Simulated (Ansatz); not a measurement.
Structures of BeH: which is lowest?

Plane-wave DFT in Ansatz with scalar-relativistic PAW potentials, cutoff 420 eV, Γ-centred meshes chosen by cell and gap, Gaussian smearing with energies taken to zero width. Every cell was relaxed (cell and atoms) in a run of its own, within the symmetry of its start. Functional: PBE.

Relaxed structures (starts from databases or built by putting these elements on another compound's sites):
A. Pnma, 8 atoms in the computed cell, a = 6.035 Å, b = 2.286 Å, c = 3.777 Å; sites (symmetry × multiplicity) Be .m. × 4, H .m. × 4; start: built
B. F-43m, 2 atoms in the computed cell, a = 3.658 Å; sites (symmetry × multiplicity) Be -43m × 4, H -43m × 4; start: built

Rank them by energy. Could pressure change the order?

| structure | group | E − E(lowest) (meV/atom) | V (Å³/atom) | gap on mesh (eV) |
| --- | --- | --- | --- | --- |
| A | Pnma | 0.0 | 6.51 | 0.00 |
| B | F-43m | 219 | 6.12 | 0.00 |

A is lowest, 219 meV/atom under B. B is denser by 0.40 Å³/atom, so pressure favours it: ΔE/ΔV, with ΔE in eV and 1 eV/Å³ = 160.2 GPa, gives about 89 GPa for equal enthalpy if both cells were rigid; at such pressures compression changes ΔV much, so this is a scale only. Other structures may lie lower than all of these, and vibrations aren't counted.